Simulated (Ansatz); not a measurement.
Ag3SI:
```
Ag3SI
1.0
    3.40325     1.96487     2.76052
   -3.40325     1.96487     2.76052
    0.00000    -3.92974     2.76052
Ag S I
3 1 1
Cartesian
 -1.14218   2.69872   3.95378
 -1.76607  -2.33851   3.95378
  2.90825  -0.36020   3.95378
  0.00000   0.00000   0.37745
  0.00000   0.00000   4.06675
```

Relaxed with PBEsol. Special points in fractions of this cell's reciprocal vectors: Γ (0.000, 0.000, 0.000); L (0.500, 0.000, 0.000); T (0.500, -0.500, 0.500); P0 (0.496, -0.504, 0.496); P2 (0.496, 0.496, 0.496); F (0.500, -0.500, 0.000).

Task: List the band energies nearest the valence-band maximum at these points for the program Ansatz at the PBEsol level (PAW).

Result: In eV from the valence-band maximum; about four levels below and three above (degenerate sets whole), none deeper than 8.9 eV; points with the same levels are listed once.

| k | below | above |
|---|---|---|
| Γ | -2.25 -0.48 -0.35 -0.35 | 0.51 2.30 2.30 |
| L | -1.49 -1.29 -1.06 -0.50 | 3.14 3.46 3.61 |
| T | -2.59 -1.57 -1.48 -1.48 | 3.90 4.60 4.60 |
| P0 | -2.59 -1.57 -1.50 -1.46 | 3.90 4.60 4.61 |
| F | -1.14 -0.68 -0.58 -0.16 | 1.77 2.15 4.44 |

Space group R3. The workflow started from an entry of the Crystallography Open Database (COD), which files this formula under 2 space groups. Its standing as an ambient phase is unchecked. The cell was relaxed with PBEsol under the symmetry of its start; its stability against distortions is not shown here. The run is not spin-polarised. Spin–orbit coupling is left out wherever it is not named.

Potentials: the later of the program's two PAW sets.
